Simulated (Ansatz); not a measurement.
Input:

BeS:
```
CELL_PARAMETERS angstrom
      0.00000     2.43429     2.43429
      2.43429     0.00000     2.43429
      2.43429     2.43429     0.00000
ATOMIC_POSITIONS crystal
  Be 0.50000 0.50000 0.50000
  S  0.25000 0.25000 0.25000
```

This is the r²SCAN-relaxed structure. Tensor components refer to the Cartesian frame of this cell.

**Question.** All from r²SCAN (plane waves, PAW; program Ansatz), unless another level is named. Predict the bulk modulus (Birch–Murnaghan fit).

**Answer.** 97.5 GPa.

**Question.** And the piezoelectric stress constants (proper, relaxed ions, C/m²)?

**Answer.** e14 = e25 = e36 = 0.24.

Space group F-43m (zinc blende). Symmetry was held in the r²SCAN relaxation. The volume moved by 28 % from the start of the relaxation.

Potentials: the later of the program's two PAW sets.
